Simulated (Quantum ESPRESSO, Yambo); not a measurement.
Ba₂H₃I (space group P-3m1, No. 164). The geometry is that of Materials Project entry mp-1018651, symmetrised and not relaxed again. Chain: norm-conserving LDA (Quantum ESPRESSO, 74 Ry, scalar-relativistic); G0W0 in Yambo (3×3×2 Γ-centred k mesh, 256 bands and a 8 Ry block in the screening, 256 bands in G with the Bruneval-Gonze terminator, plasmon pole fitted at 27.2 eV); BSE (6×6×4 mesh, 6 valence and 16 conduction bands, static screening with 67 bands and a 3 Ry block, scissor 1.57 eV, Tamm-Dancoff).

| Property | Result |
|---|---|
| LDA gap (dense path) | 2.02 eV |
| LDA gap A → (0, 0.333, -0.5) on the GW mesh | 2.31 eV |
| LDA smallest direct gap on the GW mesh, at A | 2.41 eV |
| G0W0 direct gap at that point | 3.98 eV |
| G0W0 correction to the gap A → (0, 0.333, -0.5) | 1.56 eV |
| lowest exciton | no binding energy given (see below) |

Rough cost of the Yambo steps against G0W0 for 4 states: BSE about 6×.

Nearest settings tried, and what they do to the gap: 195 bands in W, 195 bands in G: -11 meV; 6 Ry block (247 vectors against 385): -50 meV. Not varied: mesh. So the settings aren't converged at that level. The mesh misses a band edge: along a dense path the LDA gap is 2.02 eV against 2.31 eV on the mesh. The BSE states are vertical excitations (zero momentum); the indirect quasiparticle gap, about 3.58 eV, is smaller than the direct one (3.98 eV on the GW mesh). The lowest state covers only about 2 of the 144 k points, so the mesh doesn't resolve it: its energy and its distance from the direct gap are mesh artefacts. An extended exciton needs a far denser mesh. Axes are Cartesian, with cell vectors (Å) (4.54, 0.00, 0.00), (-2.27, 3.93, 0.00), (0.00, 0.00, 8.12).

Spin-orbit coupling is left out, which matters for elements this heavy: edges can move by tenths of an eV.

The structure is a Materials Project entry; no match was found in the copy of COD used, and its stability was not checked.
